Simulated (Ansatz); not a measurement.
Given:

CdTe:
```
CdTe
1.0
    0.00000     3.24489     3.24489
    3.24489     0.00000     3.24489
    3.24489     3.24489     0.00000
Cd Te
1 1
Direct
  0.00000   0.00000   0.00000
  0.75000   0.75000   0.75000
```

This is the PBEsol-relaxed structure.

**Question.** All from PBEsol in the plane-wave PAW code Ansatz, unless another level is named. Estimate the electronic dielectric constant ε∞ (DFPT).

**Answer.** 9.06.

**Question.** And the Born charges (a third of the trace)?

**Answer.** Cd +2.19, Te -2.19 e.

**Question.** And the largest static χ(2) component?

**Answer.** 250 pm/V.

Space group F-43m (zinc blende). The cell was relaxed with PBEsol under the symmetry of its start. Spin–orbit coupling is left out wherever it is not named.

Potentials: the earlier of the program's two PAW sets. The files were generated under PBE; for other functionals the program regenerates the frozen cores, and for LDA and PBEsol the local potential too.
